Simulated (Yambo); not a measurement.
Cs2Pt: sweep of GW parameters

G0W0@PBEsol for Cs2Pt (space group P6_3/mmc, No. 194) in Yambo. Reference settings: 3×3×1 Γ-centred k mesh, bands 9 to 245 and a 6 Ry block in the screening, 245 bands in G with the Bruneval-Gonze terminator, plasmon pole fitted at 27.2 eV. The PBEsol gap Γ → Γ on this mesh is 1.86 eV; G0W0 gaps are taken between the same points.

| change from the reference | G0W0 gap Γ → Γ (eV) | shift of the valence edge (eV) | rough Yambo cost |
|---|---|---|---|
| reference settings | 2.54 | -0.22 | 1 |
| 97 bands in W, 97 bands in G | 2.66 | 0.10 | about 1/3 |
| 161 bands in W, 161 bands in G | 2.55 | -0.08 | within a factor of two |
| 97 bands in G | 2.59 | -0.11 | – |
| 161 bands in G | 2.53 | -0.18 | – |
| 118 bands in W | 2.60 | -0.06 | within a factor of two |
| 2 Ry block | 2.58 | -0.20 | within a factor of two |
| 3 Ry block | 2.50 | -0.16 | within a factor of two |
| 5 Ry block | 2.51 | -0.20 | within a factor of two |
| pole fitted at 15 eV | 2.52 | -0.15 | – |
| no random integration | 2.51 | -0.27 | – |
| 97 bands in G, no terminator | 2.34 | 0.60 | – |
| 161 bands in G, no terminator | 2.33 | 0.27 | – |
| no terminator | 2.40 | 0.03 | – |

The reference isn't shown to be the converged limit. Costs are rough (shared machines), scaled to the same edge states, and given only for runs that recompute the screening. The mesh misses a band edge: along a dense path the PBEsol gap is 1.71 eV against 1.86 eV on the mesh.

Without spin-orbit coupling, band edges of such heavy elements can be off by tenths of an eV.

Geometry of the Materials Project entry, not relaxed at this level; primitive cell a = 5.807 Å, b = 5.807 Å, c = 7.897 Å, α = 90.00°, β = 90.00°, γ = 120.00°.

The structure is a Materials Project entry; no match was found in the copy of COD used, and its stability was not checked.

A shift is the quasiparticle energy of the state minus its PBEsol energy.
